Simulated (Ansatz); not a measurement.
## Sb2AsSe2 single point

The input, for Ansatz 0.2.0 (plane waves, PAW):

```yaml
crystal:
  lattice:
    - [0.0, 4.065943, 0.0]
    - [5.520193, -2.032971, 0.0]
    - [-0.048434, 2.032971, -11.601791]
  atoms:
    - { symbol: Sb, position: [0.9548, 0.7341, 0.8245] }
    - { symbol: Sb, position: [0.0452, 0.2659, 0.1755] }
    - { symbol: Sb, position: [0.8119, 0.2259, 0.6021] }
    - { symbol: Sb, position: [0.1881, 0.7741, 0.3979] }
    - { symbol: As, position: [0.3942, 0.7728, 0.9844] }
    - { symbol: As, position: [0.6058, 0.2272, 0.0156] }
    - { symbol: Se, position: [0.2114, 0.1852, 0.7624] }
    - { symbol: Se, position: [0.7886, 0.8148, 0.2376] }
    - { symbol: Se, position: [0.5937, 0.779, 0.5916] }
    - { symbol: Se, position: [0.4063, 0.221, 0.4084] }
  symmetry: { tolerance: 0.0003 }
kpoints:
  mp_grid: { grid: [5, 5, 5], shift: [0, 0, 0] }
  band_path:
    path:
      - [0.0, 0.0, 0.0]
      - [0.58289913, -0.29144956, 0.29144956]
      - [0.41710087, -0.70855044, 0.70855044]
      - [0.0, -0.5, 0.5]
      - [0.0, 0.0, 0.0]
      - [0.0, -0.5, 0.0]
      - [0.4475367, -0.72376835, 0.22376835]
      - [0.5524633, -0.27623165, -0.22376835]
      - [0.0, 0.0, -0.5]
      - [0.0, 0.0, 0.0]
      - [0.5, -0.5, 0.0]
    npoints: 6
magnetization:
  spin_polarized: false
scf:
  occupations: { method: fermi_dirac }
  lower_state_search: "off"
  max_iter: 200
hamiltonian:
  pseudopotentials: { kind: paw }
  xc: lda
basis:
  ecutwfc: 420
  fft_grid_basis: typed
output:
  forces: true
  stress: true
  eigenvalues: true
  populations: true
  elf: true
  write_potential: true
  volumetric_format: npy
  dos:
    e_range: [-12, 8]
    de: 0.05
    projected: { site_lists: { As: [As], Sb: [Sb], Se: [Se] } }
checkpoint:
  read: saved_state
```

The run starts from an earlier solution of this cell. 

Parts of the output:

```
SCF iter   1: F=—  Δρ=5.16e-4  dr2=7.85e-4
SCF iter   2: F=—  Δρ=2.99e-4  dr2=2.81e-4
SCF iter   3: F=—  Δρ=4.17e-5  dr2=4.52e-6
SCF iter   4: F=—  Δρ=1.00e-5  dr2=4.87e-7
SCF iter   5: F=-56424.7864 eV  Δρ=3.39e-6  dr2=3.51e-8
SCF iter   6: F=-56424.7864 eV  Δρ=1.01e-6  dr2=4.04e-9
Free energy (F): -56424.7864 eV
Harris-Foulkes:  -56424.7864 eV  (|F-HF|=7.35e-9)
Internal energy: -56424.7694 eV  (E = F + TS)
E sigma→0 (E₀):  -56424.7779 eV
Entropy (-TS):   -0.0170 eV (-1.700 meV/atom)
Fermi energy:    9.1851 eV
--- Per-component energies (eV) ---
  E_band       = -2714.3595
  E_kinetic    = 1514.7499
  E_local      = -19673.1080  (includes V_loc(G=0)·N_el)
  E_nonlocal   = -2223.3174
  E_hartree    = 9637.9535
  E_xc         = -1124.5348
  E_vxc        = -943.0643  (∫ρ·V_xc dr)
  E_paw        = -28517.0482  (= ΣΔE_a)
  E_vpaw       = -665.5254  (= ΣTr[D̂ρ^β])
  E_aug_tail   = -0.0024  (compensation charges beyond the density's cutoff)
  E_ewald      = -16054.7172
  E_core_change = 15.2552  (= ΣΔE_core)
  E_smearing   = -0.0170  (= −TS)
--- Forces (eV/Å), atoms counted from 1 ---
  atom   1  Sb    -0.2893     0.0000    -0.4676
  atom   2  Sb     0.2893     0.0000     0.4676
  atom   3  Sb     0.8065     0.0000     0.3660
  atom   4  Sb    -0.8065     0.0000    -0.3660
  atom   5  As     0.5500     0.0000     0.2377
  atom   6  As    -0.5500     0.0000    -0.2377
  atom   7  Se     0.5453     0.0000    -0.5458
  atom   8  Se    -0.5453     0.0000     0.5458
  atom   9  Se    -1.1102     0.0000     0.4924
  atom  10  Se     1.1102     0.0000    -0.4924
--- Stress (GPa, compression-positive) ---
        1.2645       0.0000      -0.7210
        0.0000      -1.8846       0.0000
       -0.7210       0.0000      -2.3877
  P = ⅓ Tr σ = -1.0026 GPa (-10.026 kbar)
--- Löwdin populations: 10 sites ---
  site symbol       q [e]
     0     Sb     14.6161
     1     Sb     14.6161
     2     Sb     14.4285
     3     Sb     14.4285
     4     As     15.1320
     5     As     15.1320
     6     Se     16.2448
     7     Se     16.2448
     8     Se     16.3568
     9     Se     16.3568
  spilling = 0.0029 (of n_electrons = 154.0000)
```

Origin: a known structure type with other elements, at an estimated volume, so it need not be a known compound.
